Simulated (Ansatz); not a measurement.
KMgF3:
```yaml
crystal:
  lattice:
    - [3.98369, 0.00000, 0.00000]
    - [0.00000, 3.98369, 0.00000]
    - [0.00000, 0.00000, 3.98369]
  atoms:
    - { symbol: K, position: [0.50000, 0.50000, 0.50000] }
    - { symbol: Mg, position: [0.00000, 0.00000, 0.00000] }
    - { symbol: F, position: [0.00000, 0.50000, 0.00000] }
    - { symbol: F, position: [0.50000, 0.00000, 0.00000] }
    - { symbol: F, position: [0.00000, 0.00000, 0.50000] }
```

Relaxed with r²SCAN.

**Question.** Map the electron localisation function on the plane through (0.500, 0.500, 0.500) spanned by u = [1, 0, 0] and v = [0, 1, 1] in lattice vectors, from plane-wave PAW r²SCAN (Ansatz code).

**Answer.** x is the fraction of u, y of v (the angle between them is 90°; rows are the nearest grid lines); atoms in the plane: K at (0.00, 0.00), Mg at (0.50, 0.50), F at (0.00, 0.50).
```
y \ x   0.000  0.100  0.200  0.250  0.350  0.450  0.550  0.650  0.750  0.800  0.900   1.00
------  -----  -----  -----  -----  -----  -----  -----  -----  -----  -----  -----  -----
1.00    0.502  0.815  0.860  0.748  0.065  0.005  0.005  0.065  0.748  0.860  0.815  0.502
0.929   0.817  0.872  0.820  0.611  0.024  0.008  0.008  0.024  0.611  0.820  0.872  0.817
0.857   0.856  0.815  0.453  0.117  0.012  0.017  0.017  0.012  0.117  0.453  0.815  0.856
0.786   0.175  0.107  0.021  0.012  0.018  0.024  0.024  0.018  0.012  0.021  0.107  0.175
0.679   0.471  0.361  0.090  0.032  0.017  0.017  0.017  0.017  0.032  0.090  0.361  0.471
0.607   0.810  0.780  0.513  0.158  0.034  0.262  0.262  0.034  0.158  0.513  0.780  0.810
0.536   0.579  0.782  0.714  0.238  0.231  0.212  0.212  0.231  0.238  0.714  0.782  0.579
0.464   0.579  0.782  0.714  0.238  0.231  0.212  0.212  0.231  0.238  0.714  0.782  0.579
0.393   0.810  0.780  0.513  0.158  0.034  0.262  0.262  0.034  0.158  0.513  0.780  0.810
0.321   0.471  0.361  0.090  0.032  0.017  0.017  0.017  0.017  0.032  0.090  0.361  0.471
0.214   0.175  0.107  0.021  0.012  0.018  0.024  0.024  0.018  0.012  0.021  0.107  0.175
0.143   0.856  0.815  0.453  0.117  0.012  0.017  0.017  0.012  0.117  0.453  0.815  0.856
0.0714  0.817  0.872  0.820  0.611  0.024  0.008  0.008  0.024  0.611  0.820  0.872  0.817
0.000   0.502  0.815  0.860  0.748  0.065  0.005  0.005  0.065  0.748  0.860  0.815  0.502
```

The density is the valence pseudo-density with augmentation charge, so density and ELF within about 1 Å of a nucleus are not all-electron values.

Space group Pm-3m (cubic perovskite). The cell was relaxed with r²SCAN under the symmetry of its start.

Potentials: the earlier of the program's two PAW sets. The files were generated under PBE; for other functionals the program regenerates the frozen cores, and for LDA and PBEsol the local potential too.
